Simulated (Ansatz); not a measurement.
This CeHf₃O₈ structure is the end of a relaxation. The cell was found from a structure generator's guess, not taken from experiment.

Level of theory: DFT PBE, scalar-relativistic, plane waves, PAW (Ansatz). Cutoff 420 eV, Γ-centred mesh, Gaussian smearing, no spin polarisation.

```
Ce Hf O
1.0
     3.65204   -5.19707    0.00000
     3.65204    5.19707    0.00000
     0.00000    0.00000    3.68178
Ce Hf O
1 3 8
Direct
  0.50000 0.50000 0.00000
  0.00000 0.00000 0.00000
  0.00000 0.50000 0.50000
  0.50000 0.00000 0.50000
  0.87774 0.12226 0.50000
  0.88906 0.63135 0.00000
  0.36865 0.11094 0.00000
  0.36540 0.63460 0.50000
  0.63460 0.36540 0.50000
  0.63135 0.88906 0.00000
  0.11094 0.36865 0.00000
  0.12226 0.87774 0.50000
```

Problem. What space group does it have?

Solution. Cmmm (No. 65), with Ce and Hf ordered on fluorite sites. Conventional cell: a = 7.304 Å, b = 10.394 Å, c = 3.682 Å. Around Ce lie 8 O at 2.31–2.33 Å, 10 Hf at 3.65–3.67 Å and 2 Ce at 3.68 Å; Hf on a site of symmetry mmm is surrounded by 8 O at 2.20–2.24 Å, 2 Ce at 3.65 Å and 10 Hf at 3.67–3.68 Å; Hf on a site of symmetry 2/m is surrounded by 8 O at 2.18–2.26 Å, 8 Hf at 3.65–3.68 Å and 4 Ce at 3.67 Å; around O on a site of symmetry m2m lie 4 Hf at 2.24–2.26 Å and 6 O at 2.53–2.54 Å; 2 more sites not described.

Problem. Is it a metal?

Solution. No, the gap on the 6×6×8 mesh is 1.54 eV.

The last run used a 6×6×8 mesh (in the run's order of axes) for its 12-atom cell and Gaussian smearing of 0.02 eV. Spin–orbit coupling, which can matter for Hf, is left out. Kohn–Sham gaps at this level usually fall short of measured ones. The 4f shell of Ce is treated without a Hubbard U, which places its levels poorly. Symmetry constrained the relaxation, so the result can be a saddle point.
